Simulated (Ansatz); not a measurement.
A generated cell, not matched to a known phase here, of Ga3As2P: Imm2 (No. 44), oI12; a = 4.0033 Å, b = 12.0151 Å, c = 5.6661 Å, α = β = γ = 90.00°; P 2b (0.000, 0.500, 0.251); As 4d (0.000, 0.166, 0.249); Ga 2a (0.000, 0.000, 0.989); Ga 4d (0.000, 0.338, 0.006). Computed with PBE (plane waves to 420 eV, PAW, scalar-relativistic; Ansatz, a first-principles code). Element references, the lowest calculated here: P (Cmce), As (R-3m), Ga (Cmce).

**Question.** What formation energy of this Imm2 form of Ga3As2P from the elements does PBE give?

**Answer.** -0.37 eV/atom.

A lower structure of this composition may exist.

Static energies, no anion corrections, no zero-point energy. Values are rounded to 0.01 eV/atom. Not shown to be the ambient phase of their composition (a lower form may be missing, and a cell relaxed within its start's symmetry can be a saddle point): Ga3As2P (Imm2). The compounds carry no spin polarisation.
